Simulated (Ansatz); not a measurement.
Sc3In:
Space group P6₃/mmc (No. 194); a = b = 6.4365 Å, c = 5.1766 Å, α = β = 90.00°, γ = 120.00°

| atom | site | symmetry | x | y | z |
|---|---|---|---|---|---|
| Sc | 6h | mm2 | 0.3373 | 0.1687 | 0.2500 |
| In | 2c | -6m2 | 0.3333 | 0.6667 | 0.2500 |

Relaxed at zero pressure with the program Ansatz at the r²SCAN level (PAW).

**Question.** The volume is lowered by 3 % and shape and atoms relax at that volume. What pressure results, and how do the axes share the change?

**Answer.** 2.1 GPa; a -1.0 %, b -1.0 %, c -0.9 %; the energy rises by 5 meV/atom.

**Question.** Give the new structure.

**Answer.** 
Space group P6₃/mmc (No. 194); a = b = 6.369 Å, c = 5.128 Å, α = β = 90.00°, γ = 120.00°

| atom | site | symmetry | x | y | z |
|---|---|---|---|---|---|
| Sc | 6h | mm2 | 0.3376 | 0.1688 | 0.2500 |
| In | 2c | -6m2 | 0.3333 | 0.6667 | 0.2500 |

The phase is kept; no other phase was compared at this pressure.

Space group P6_3/mmc. The workflow started from an entry of the Crystallography Open Database (COD). Its standing as an ambient phase is unchecked. The cell was relaxed with r²SCAN under the symmetry of its start; its stability against distortions is not shown here. The run is not spin-polarised. Axis ratios of metals converge slowly with the k-mesh, so a and c are less sure than the volume.

Potentials: the later of the program's two PAW sets.
